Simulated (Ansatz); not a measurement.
In4SbAs3, ordered on the zincblende lattice (Amm2) with 8 atoms a cell: a band-structure calculation in the plane-wave code Ansatz (PBE). The geometry is the r2SCAN minimum.

Input (YAML):
```yaml
crystal:
  lattice:
    - [4.399731662, 0.0, 0.0]
    - [0.0, 4.4048472594, 6.2251166901]
    - [0.0, -4.4048472594, 6.2251166901]
  atoms:
    - { symbol: As, position: [0.0, 0.0001206997, 0.0001206997] }
    - { symbol: As, position: [0.5, -0.0011305681, 0.5010603389] }
    - { symbol: As, position: [0.5, 0.5010603389, -0.0011305681] }
    - { symbol: Sb, position: [0.0, 0.5005202386, 0.5005202386] }
    - { symbol: In, position: [0.5, 0.8760227361, 0.8760227361] }
    - { symbol: In, position: [0.0, 0.8881862543, 0.3699303599] }
    - { symbol: In, position: [0.0, 0.3699303599, 0.8881862543] }
    - { symbol: In, position: [0.5, 0.3652899405, 0.3652899405] }
kpoints:
  mp_grid: { grid: [6, 4, 4] }
  band_path:
    path:
      - [[0.0, 0.0, 0.0], [-1.461641190061e-18, 0.5, 0.5], [-1.461641190061e-18, 0.6248281351749, 0.3751718648251]]
      - [[-2.218323655436e-34, 0.3751718648251, -0.3751718648251], [0.0, 0.0, 0.0], [0.5, -2.92371534255e-18, -2.92371534255e-18], [0.5, 0.3751718648251, -0.3751718648251]]
      - [[0.5, 0.6248281351749, 0.3751718648251], [0.5, 0.5, 0.5], [-1.461641190061e-18, 0.5, 0.5]]
      - [[0.0, 0.0, 0.0], [-7.308205950304e-19, 0.5, 7.42435563047e-18], [0.5, 0.5, 7.42435563047e-18], [0.5, -2.92371534255e-18, -2.92371534255e-18], [0.5, 0.5, 0.5]]
    npoints: 10
hamiltonian:
  xc: pbe
scf:
  occupations: { method: fermi_dirac, width: 0.02 }
  n_extra_bands: 6
output:
  forces: true
  stress: true
  eigenvalues: true
  write_density: true
  write_potential: true
  elf: true
  volumetric_format: npy
```

Command: `ansatz run input.yaml --threads 4 --pin off --max-ram 6451MiB --backend cpu --events-out ev --progress --plain --runs-dir out`.

**Question.** It ran on 4 threads of Arm Neoverse V1 (shared host), load about 0.3 per core. About how long did it take, and what peak of host memory did it reach?

**Answer.** About 38 s, with a peak of 1.4 GiB.

What the program printed (shortened):
```
Pseudopotential: As, paw, valence charge 15, recommended cutoff 420 eV (normal)
Pseudopotential: Sb, paw, valence charge 15, recommended cutoff 420 eV (normal)
Pseudopotential: In, paw, valence charge 13, recommended cutoff 420 eV (normal)
Functional definition: PBE
Crystal: 8 atoms, lattice volume = 241.287 Å³
Basis set: ecut = 420 eV, 4745 PW (Γ)
Bands: 62, of which v1, the nominal top of the filled ones, is band 56 counted from 1 (55 counted from 0)
Symmetry: 4 space group operations
Space group: Amm2 (ITA 38)
k-points: 28 of 96 (time reversal used)
preconditioner: auto → Resta (q_TF=auto, 2.401 Å⁻¹)  ε∞=3.6  [σ=0.020 eV  ℏωp=20.3 eV]
Free energy (F): -43445.779412 eV
Internal energy: -43445.779157 eV  (E = F + TS)
E sigma→0 (E₀):  -43445.779284 eV
Entropy (-TS):   -0.000255 eV (-0.032 meV/atom)
Fermi energy:    7.411224 eV
--- Forces (eV/Å), atoms counted from 1 ---
  atom   1  As      0.00000      0.00000    -0.01674
  atom   2  As      0.00000    -0.02732      0.00028
  atom   3  As      0.00000      0.02732      0.00028
  atom   4  Sb      0.00000      0.00000      0.01628
  atom   5  In      0.00000      0.00000    -0.00102
  atom   6  In      0.00000      0.00271      0.00187
  atom   7  In      0.00000    -0.00271      0.00187
  atom   8  In      0.00000      0.00000    -0.00281
--- Stress (GPa, compression-positive) ---
        1.815564       0.000000       0.000000
        0.000000       1.814133       0.000000
        0.000000       0.000000       1.799822
  P = ⅓ Tr σ = 1.8098 GPa (18.098 kbar)
```

Levels along the path, in eV from the valence top (v1 is the last filled band, c1 the first empty one):
```
point  distance (1/Å)     v3     v2     v1    c1    c2
    Γ            0.00  -0.70  -0.12  -0.08  0.02  0.46
    ·            0.25  -1.08  -0.63  -0.40  1.12  1.39
    Y            0.50  -1.32  -1.31  -0.71  1.86  1.95
    ·            0.59  -1.36  -1.32  -0.64  1.91  1.95
   C₀            0.68  -1.45  -1.29  -0.50  1.75  1.94
   Σ₀            0.68  -1.45  -1.29  -0.50  1.75  1.94
    ·            0.90  -1.14  -0.96  -0.17  1.09  1.41
    ·            1.16  -0.82  -0.12   0.00  0.02  0.51
    Γ            1.22  -0.70  -0.12  -0.08  0.02  0.46
    ·            1.50  -1.49  -0.80  -0.26  1.05  1.75
    ·            1.86  -2.47  -1.41  -0.87  1.96  2.36
    Z            1.93  -2.71  -1.33  -0.94  1.99  2.39
    ·            2.15  -2.17  -1.84  -1.52  2.62  2.93
    ·            2.41  -1.93  -1.33  -1.29  1.51  1.61
   A₀            2.47  -1.63  -1.22  -1.18  1.18  1.37
   E₀            2.47  -1.63  -1.22  -1.18  1.18  1.37
    ·            2.52  -1.31  -1.14  -1.10  0.86  1.13
    ·            2.61  -1.07  -1.02  -0.91  0.46  0.79
    T            2.65  -1.07  -1.02  -0.86  0.42  0.75
    ·            2.86  -1.37  -1.28  -0.96  0.95  1.22
    ·            3.22  -1.60  -1.26  -1.02  1.96  2.25
    Y            3.36  -1.32  -1.31  -0.71  1.86  1.95
    Γ            3.36  -0.70  -0.12  -0.08  0.02  0.46
    ·            3.45  -0.98  -0.13  -0.01  0.12  0.57
    ·            3.66  -0.94  -0.38  -0.26  0.57  1.05
    S            3.80  -0.89  -0.48  -0.34  0.62  1.12
    ·            3.94  -1.11  -0.72  -0.55  1.12  1.62
    ·            4.30  -1.87  -1.55  -1.48  2.11  2.14
    R            4.51  -1.93  -1.73  -1.52  1.82  1.83
    ·            4.60  -1.98  -1.77  -1.54  1.93  1.93
    ·            4.82  -2.50  -1.49  -1.13  2.16  2.53
    Z            4.95  -2.71  -1.33  -0.94  1.99  2.39
    ·            5.05  -2.58  -1.33  -0.94  1.88  2.27
    ·            5.30  -1.46  -1.30  -0.88  0.87  1.17
    T            5.45  -1.07  -1.02  -0.86  0.42  0.75
```

Planar averages along the third cell vector, from rho_z.tsv and v_z.tsv (valence density with its augmentation; electrostatic potential energy of an electron, of which only differences have a meaning):
```tsv
z (Å)	ρ (e/Å³)	v_es (eV)
0.00	1.150	4.76
0.56	0.284	6.74
0.99	0.110	9.27
1.55	0.075	9.79
1.98	0.143	7.13
2.54	0.618	2.08
2.97	0.778	-0.31
3.53	0.840	1.39
3.95	0.943	4.41
4.52	0.201	6.79
4.94	0.095	9.61
5.51	0.074	9.68
5.93	0.158	6.81
6.50	0.654	1.79
6.92	0.795	-0.48
7.48	1.107	3.44
```

With PBE the valence top lies at Σ₀–Γ (0.80 of the way from Σ₀) and the conduction bottom at Γ–S (0.10 of the way from Γ), 0.01 eV higher; the smallest vertical gap, at Σ₀–Γ (0.90 of the way from Σ₀), is 0.02 eV. (This is within a few times the smearing of 0.02 eV, so the filling near the edges can be smeared.) Least and direct gap differ so little that the kind isn't settled. Edges are sought over the mesh and the listed points. The mean pressure at these positions is +1.81 GPa, compression counted positive. The largest force is 0.03 eV/Å.

These are computed values for a spin-unpolarised cell that may be hypothetical; none is a measurement.

Spin-orbit coupling is left out, which matters wherever the heavy atoms make up the band edges.
